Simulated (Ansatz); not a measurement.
Data sheet: HfB2 (DFT)

HfB₂:
```yaml
crystal:
  lattice:
    - [-1.71240, 1.71240, 3.13524]
    - [1.71240, -1.71240, 3.13524]
    - [1.71240, 1.71240, -3.13524]
  atoms:
    - { symbol: Hf, position: [0.00000, 0.00000, 0.00000] }
    - { symbol: B, position: [0.37605, 0.37605, 0.00000] }
    - { symbol: B, position: [0.62395, 0.62395, 0.00000] }
```

Space group I4/mmm (No. 139), MoSi2 or CaC2 type; conventional cell a = b = 3.4248 Å, c = 6.2705 Å, α = β = γ = 90.00°.

Method: PBE in the plane-wave PAW code Ansatz. The cell and atoms are relaxed at this level. Other levels are named where they apply.

Cell and energy:

```json
{
  "volume_per_atom": "12.26 Å³",
  "density": "9.04 g/cm³",
  "Formation energy from the elements (no fitted shifts)": "0.073 eV/atom"
}
```

Electronic structure:

```json
{
  "electronic_character": "metallic (no gap)",
  "Density of states at the Fermi level": "0.41 states/eV per atom (mean over ±0.08 eV)"
}
```

Mechanics:

```json
{
  "Bulk modulus (Birch–Murnaghan fit)": "148 GPa",
  "Pressure derivative B′": "3.9"
}
```

The cell is a constructed one: a structure type filled with these elements; neither database checked (COD, Materials Project) lists it. COD files the formula under space group No. 191, so this cell is another polymorph or a model. Its standing as an ambient phase is unchecked. The PBE relaxation kept the symmetry of its start; whether a distortion lowers the energy is not shown. The run is not spin-polarised. The references are the lowest solids computed at this level, not always the standard phases. Spin–orbit coupling is left out wherever it is not named.

Potentials: the earlier of the program's two PAW sets.
